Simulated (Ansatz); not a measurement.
An Ansatz input:

```yaml
crystal:
  lattice:
    - [-2.1604287373, 1.8208393992, 1.4945405776]
    - [1.8208393992, -2.1604287373, 1.4945405776]
    - [4.2013630273, 4.2013630273, -2.1164990723]
  atoms:
    - { symbol: Cd, position: [0.934965832, 0.065034168, 0.0] }
    - { symbol: Cd, position: [0.815034168, 0.184965832, 0.5] }
hamiltonian:
  xc: pbesol
  pseudopotentials:
    kind: paw
    azcp:
      Cd: "pseudopotentials/Cd.paw.azcp"
basis:
  ecutwfc: 420
  fft_grid_basis: typed
kpoints:
  mp_grid: { grid: [15, 15, 7], shift: [0, 0, 0] }
magnetization:
  spin_polarized: false
scf:
  occupations: { method: fermi_dirac, width: 0.1 }
  lower_state_search: "off"
output:
  stress: true
```

Terminal output

```
Warning: the record states the generating functional pbe (its physics header spells it `PBE`), which answers neither for hamiltonian.xc's functional nor for the pbesol family's — results may be inconsistent (PPs are generated against a specific XC)
Engine: ansatz 0.2.0, aarch64-unknown-linux-gnu
Pseudopotentials: kind: paw
Pseudopotential: Cd, paw, valence charge 20, recommended cutoff 420 eV (normal) 
Functional definition: PBEsol
  exchange = pbesol_x
  correlation = pbesol_c
Crystal: 2 atoms, lattice volume = 47.136 Å³
Basis set: ecut = 420 eV, 927 PW (Γ)
Bands: 24, of which v1, the nominal top of the filled ones, is band 20 counted from 1 (19 counted from 0)
Symmetry: 4 space group operations
Space group: C2/c (ITA 15), of the structure as read, at distance tolerance 3.6e-5 Å
k-points: 424 of 1575
Non-local potential: Cd, projectors of the file, l = 0: 3, l = 1: 2, l = 2: 2, l = 3: 1
PAW form: soft (Blöchl's): semilocal exchange-correlation on the pseudo side does not see the compensation charge
PAW frozen core: Cd, regenerated for the run's functional, and the local potential with it (the file was generated under x = pbe(κ = 0.804, μ = 0.2195149727645171), c = pbe(β = 0.06672455060314922))
PAW one-centre angular grid: Cd, 590 points (default); XC on 64 Gauss nodes
Initial density: superposition of atomic densities (neutral atoms: chi_scale 0, normalization atom), corrected by the library's trained network
Initial wavefunctions: pseudopotential atomic-orbital guess
Functional: x = pbesol(κ = 0.804, μ = 0.12345679012345678), c = pbesol(β = 0.046)
SCF iter   1: F=—  HF=-16368.034470 eV  |F-HF|=—  |Δ(HF+E_count)|=         —  Δρ=5.49e-3  dr2=1.24e-2  ethr=1.77e-3  ⟨swp⟩=5.7  Hψ=38704  notcnv=0
SCF iter   2: F=—  HF=-16368.031163 eV  |F-HF|=—  |Δ(HF+E_count)|=   3.31e-3  Δρ=1.62e-3  dr2=1.37e-3  ethr=3.10e-5  ⟨swp⟩=2.6  Hψ=20222  notcnv=0
SCF iter   3: F=—  HF=-16368.030705 eV  |F-HF|=—  |Δ(HF+E_count)|=   4.58e-4  Δρ=5.80e-4  dr2=1.30e-4  ethr=3.42e-6  ⟨swp⟩=2.0  Hψ=14170  notcnv=0
SCF iter   4: F=—  HF=-16368.030670 eV  |F-HF|=—  |Δ(HF+E_count)|=   3.47e-5  Δρ=1.14e-4  dr2=4.03e-6  ethr=3.26e-7  ⟨swp⟩=2.3  Hψ=15769  notcnv=0
SCF iter   5: F=—  HF=-16368.030665 eV  |F-HF|=—  |Δ(HF+E_count)|=   5.26e-6  Δρ=2.33e-5  dr2=2.70e-7  ethr=1.01e-8  ⟨swp⟩=2.0  Hψ=18674  notcnv=0
SCF iter   6: F=-16368.030665 eV  HF=-16368.030665 eV  |F-HF|=2.26e-10  |Δ(HF+E_count)|=   2.74e-8  Δρ=4.32e-6  dr2=1.03e-8  ethr=2.50e-10  ⟨swp⟩=4.0  Hψ=31065  notcnv=0
SCF 1 converged in 6 iterations: F = -16368.030665 eV  dr2 = 1.03e-8
SCF converged after 6 iterations
Free energy (F): -16368.030665 eV
Harris-Foulkes:  -16368.030665 eV  (|F-HF|=2.26e-10)
Internal energy: -16368.010072 eV  (E = F + TS)
E sigma→0 (E₀):  -16368.020368 eV
Entropy (-TS):   -0.020594 eV (-10.297 meV/atom)
Fermi energy:    12.864843 eV
--- Per-component energies (eV) ---
  E_band       = -848.628327
  E_kinetic    = 1008.253300
  E_local      = -6151.860923  (includes V_loc(G=0)·N_el)
  E_nonlocal   = 70.754539
  E_hartree    = 2871.222102
  E_xc         = -350.487194
  E_vxc        = -441.491746  (∫ρ·V_xc dr)
  E_paw        = -8025.885668  (= ΣΔE_a)
  E_vpaw       = -1076.725907  (= ΣTr[D̂ρ^β])
  E_aug_tail   = 0.000025  (compensation charges beyond the density's cutoff)
  E_ewald      = -5790.690171
  E_core_change = 0.683919  (= ΣΔE_core)
  E_smearing   = -0.020594  (= −TS)
  E_closure    = -0.000000  (closes the sum)
  Σ components = -16368.030665   (vs F -16368.030665, Δ=0.00e0)
--- Stress (GPa, compression-positive) ---
       -4.413911       0.420686       0.104090
        0.420686      -4.413911       0.104090
        0.104090       0.104090      -5.876300
  P = ⅓ Tr σ = -4.9014 GPa (-49.014 kbar)
```
